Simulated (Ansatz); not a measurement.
**GeBr₄: start and end of a relaxation**

A trial structure of GeBr₄ was built thus: species swapped into a sheet modelled on a layer of MnBr4, with Ge on the Mn sites. Lengths were set from tabulated atomic sizes, so they are only a guess.

This is a two-dimensional sheet: the third axis spans vacuum and isn't periodic. Symmetry isn't written into the files.

start.xyz

```xyz
5
Lattice="5.3150 0.0000 0.0000 0.0000 5.3150 0.0000 0.0000 0.0000 20.0000" Properties=species:S:1:pos:R:3 pbc="T T F"
Ge    0.0000    0.0000   10.0000
Br    0.0000    0.0000    7.4906
Br    0.0000    0.0000   12.5094
Br    0.0000    2.6575   10.0000
Br    2.6575    0.0000   10.0000
```

These are results of Ansatz 0.2.0, DFT PBE, scalar-relativistic, plane waves, PAW, not measurements. Cutoff 420 eV, Gaussian smearing, Γ-centred meshes. In-plane cell and atoms relax first on a coarse mesh and then on a finer one. In metals the finer mesh still leaves noise of several meV/atom or more. The steps can't lower the symmetry of their start. No spin polarisation.

end.xyz

```xyz
5
Lattice="5.3219 0.0000 0.0000 0.0000 5.3219 0.0000 0.0000 0.0000 33.8374" Properties=species:S:1:pos:R:3 pbc="T T F"
Ge    0.0000    0.0000   10.0000
Br    0.0000    0.0000    7.6365
Br    0.0000    0.0000   12.3635
Br    0.0000    2.6609   10.0000
Br    2.6609    0.0000   10.0000
```

The symmetry stays p4/mmm (No. 61). The area per atom stays near 5.7 Å². The shortest distance goes from 2.51 Å (Ge–Br) to 2.36 Å (Ge–Br). The program sets the height of the box itself, so the height of the cell differs between start and end.

```yaml
Layer_group: p4/mmm (No. 61)
In-plane_cell: a = 5.322 Å, b = 5.322 Å, γ = 90.0°
Area_per_atom: 5.66 Å²
Thickness_between_the_outermost_nuclei: 4.73 Å
Energy_over_the_elements: −0.23 eV/atom
Gap_on_the_8×8×1_mesh_of_the_5-atom_cell: 0 eV (a metal)
```

The zero of energy is the elements' standard structures at the same level; no fitted shifts are applied. The references include crystalline Br. It lies below the elements, which doesn't yet make it stable against other compounds or structures.

The last run used Gaussian smearing of 0.10 eV. The reference form of Br is held partly by dispersion forces, which this level lacks. A structure relaxed within its symmetry needn't be a true minimum. In all, the 3 runs took 3.8 min on 1 thread of Arm Neoverse V1 (shared host).
